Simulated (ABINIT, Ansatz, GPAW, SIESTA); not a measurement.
**In3As: programs and potentials compared**

```
CELL_PARAMETERS angstrom
4.67168 0.00000 0.00000
0.00000 4.67168 0.00000
0.00000 0.00000 4.67168
ATOMIC_POSITIONS crystal
In 0.50000 0.50000 0.00000
In 0.50000 0.00000 0.50000
In 0.00000 0.50000 0.50000
As 0.00000 0.00000 0.00000
```

The cell comes from a database or a generator and needn't be the stable form of this composition.

Alike in all runs: task single point; functional PBEsol; k mesh 6 × 6 × 6; occupations fermi-dirac, width 0.05 eV; no spin polarisation; no spin-orbit coupling. A missing gap at this level doesn't show that the real crystal is a metal. Pressure is positive in compression and, in plane waves, holds the error of the finite cutoff.

```tsv
program and potentials	plane-wave cutoff (eV)	notes	band gap (eV)	pressure (GPa)
Ansatz, all-electron LAPW, scalar-relativistic	-	-	no gap	-2.38
GPAW, PAW data sets generated for this functional	600	11 valence electrons an atom on average	no gap	-2.67
SIESTA, files PseudoDojo sr-pbesol-0.4.1-standard, DZP (energy shift 0.003 Ry; two zetas on semicore shells)	-	atomic basis; 13.5 valence electrons an atom on average	no gap	-1.46
ABINIT, PseudoDojo NC SR PBEsol v0.4.1 standard	1143	13.5 valence electrons an atom on average	?	?
```

Task: Estimate from the other rows what the run with ABINIT, PseudoDojo NC SR PBEsol v0.4.1 standard gave.

Result: No band gap; pressure -2.36 GPa. The other rows, which needn't bracket it: pressure -2.67 to -1.46.
